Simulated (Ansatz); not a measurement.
Which magnetic order does MnIr (P4/mmm) prefer in this cell?

The geometry is a structure as deposited in COD, repeated to hold the magnetic orders, held fixed and not relaxed.

The runs share PBEsol, 10×10×10 k mesh, Fermi–Dirac smearing of 0.03 eV. PAW means Ansatz 0.2.0 on its default frozen-core files; LAPW is all-electron LAPW in Ansatz 0.2.0. Site moments are integrated in spheres about the atoms, whose radii differ between the methods.

The first input and its command:

```yaml
crystal:
  lattice:
    - [2.7258966415, -2.7258966415, 0.0]
    - [2.7258966415, 2.7258966415, 0.0]
    - [2.7258966415, 0.0, 3.643]
  atoms:
    - { symbol: Mn, position: [0.75, 0.25, 0.5], spin: 4.0 }
    - { symbol: Mn, position: [0.25, 0.75, 0.5], spin: 4.0 }
    - { symbol: Ir, position: [0.0, 0.0, 0.0] }
    - { symbol: Ir, position: [0.5, 0.5, 0.0] }
magnetization:
  spin_polarized: true
kpoints:
  mp_grid: { grid: [10, 10, 10] }
scf:
  occupations: { method: fermi_dirac, width: 0.03 }
  lower_state_search: "off"
hamiltonian:
  xc: pbesol
  pseudopotentials: { kind: paw }
output:
  forces: true
  stress: true
  eigenvalues: true
  populations: true
```

Command: `ansatz run input.yaml --threads 2 --pin off --max-ram 6144MiB --backend cpu --events-out ev --progress --plain --runs-dir out`

The input for «start Mn1↑ Mn2↓» by LAPW differs from it in these lines, output keys apart:

```diff
-    - { symbol: Mn, position: [0.25, 0.75, 0.5], spin: 4.0 }
+    - { symbol: Mn, position: [0.25, 0.75, 0.5], spin: -4.0 }
-  pseudopotentials: { kind: paw }
+  pseudopotentials: { kind: all_electron, lapw: { basis_error: 0.001 } }
```

Energies count from the run that starts all moments parallel. Patterns list the atoms that start with 0.5 μB or more.

| start | ΔF PAW (meV/atom) | ΔF LAPW (meV/atom) | largest moment, PAW (μB) | M, PAW (μB/cell) | order at the end, PAW | P, PAW (GPa) |
| --- | --- | --- | --- | --- | --- | --- |
| Mn1↑, Mn2↑ | 0.0 | 0.0 | ? | 2.88 | kept | -21.1 |
| Mn1↑, Mn2↓ | -98.4 | -98.6 | ? | 0.00 | kept | -14.9 |
| no spin polarisation | +57.7 | – | 0.00 | 0.00 | – | -26.9 |

**Question.** What belongs in the row "Mn1↑, Mn2↓", column "largest moment, PAW (μB)"?

**Answer.** 2.40.

**Question.** Fill in "largest moment, PAW (μB)" for the row "Mn1↑, Mn2↑".

**Answer.** 1.58.

The lowest of these ends as follows. Site moments (μB): Mn1 2.40, Mn2 -2.40, Ir3 0.00, Ir4 0.00. Cell moment 0.00 μB. Orders of other supercells weren't tried and can lie lower.

The PAW files were made with PBE; the program remakes their cores once for the run's functional and then keeps them frozen. The Ansatz runs typed with the search for lower states off end where their start leads. Spin–orbit coupling is left out although heavy atoms are present. The magnetic state is the one that this cell and start allow. It needn't be the compound's measured order, which may need a larger cell or be absent.
